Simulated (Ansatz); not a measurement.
A scan (energy against volume; even scaling of the relaxed cell, symmetry kept) gave these values. These are PBE (plane waves to 420 eV, PAW, scalar-relativistic; Ansatz, an electronic-structure program) values and carry that method's errors.

| Quantity | Value |
|---|---|
| Bulk modulus B₀ (third-order Birch-Murnaghan fit) | 236 GPa |
| Pressure derivative B₀′ (fit) | 4.3 |
| Equilibrium volume of the fit | 11.16 Å³/atom |

**Question.** Of these crystals, all scanned alike, which one is it?
(A) ZrO₂ (fluorite)
(B) CsPbCl₃ (cubic perovskite)
(C) Cu₂O (cuprite type, space group Pn-3m)
(D) MgO (rock salt)

**Answer.** A, ZrO₂ (fluorite). The others have, for the bulk modulus: Cu2O 111 GPa, MgO 149 GPa, CsPbCl3 21.8 GPa

All were relaxed with their symmetry unable to fall. Cu2O is run without spin polarisation. Spin-orbit coupling is left out. The PAW data are Ansatz's earlier set. This is a high-temperature form of CsPbCl3. This is a high-temperature form of ZrO2. ZrO2 is run without spin polarisation.

(A scan under strain: stresses follow from slopes of the energy per volume, elastic moduli from its curvatures.)
